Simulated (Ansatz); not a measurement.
Notes on LaBr$_{2}$

```yaml
crystal:
  lattice:
    - [2.03714, 3.52843, 0.00000]
    - [-2.03714, 3.52843, 0.00000]
    - [0.00000, 0.00000, 13.81685]
  atoms:
    - { symbol: La, position: [0.00000, 0.00000, 0.25000] }
    - { symbol: La, position: [0.00000, 0.00000, 0.75000] }
    - { symbol: Br, position: [0.33330, 0.33340, 0.39070] }
    - { symbol: Br, position: [0.66660, 0.66670, 0.89070] }
    - { symbol: Br, position: [0.33330, 0.33340, 0.10930] }
    - { symbol: Br, position: [0.66670, 0.66670, 0.60930] }
```

Method: r2SCAN, spin-orbit coupling; PAW, plane waves to 500 eV, 10×10×3 Γ-centred mesh, fermi-dirac occupations (width 0.1 eV) (Ansatz 0.2.0), atoms fixed.

The state carries no moments; the state need not be the lowest.

**Question.** How is the charge shared?

**Answer.** Bader charges in e: La +1.45, Br -0.73. In the mean La gives up most and Br takes most.

**Question.** Metal or insulator?

**Answer.** It is a metal, with about 7.3 states/eV a cell as the mean within 0.25 eV of the Fermi level, mostly La d (75 %).

**Question.** Where is the largest force?

**Answer.** The largest is on Br3 (and as large on other atoms): 0.13 eV/Å, components (0.00, 0.00, -0.13). It makes 50° with the line to a nearest neighbour, La1 at 3.05 Å.

**Question.** Is the cell too large or too small?

**Answer.** The pressure is 0.7 GPa (compression positive), so with the atoms held at these fractions the cell would first expand.

Origin: a database entry at a rescaled volume. Caveats: f levels without a U or exact exchange are poorly placed.
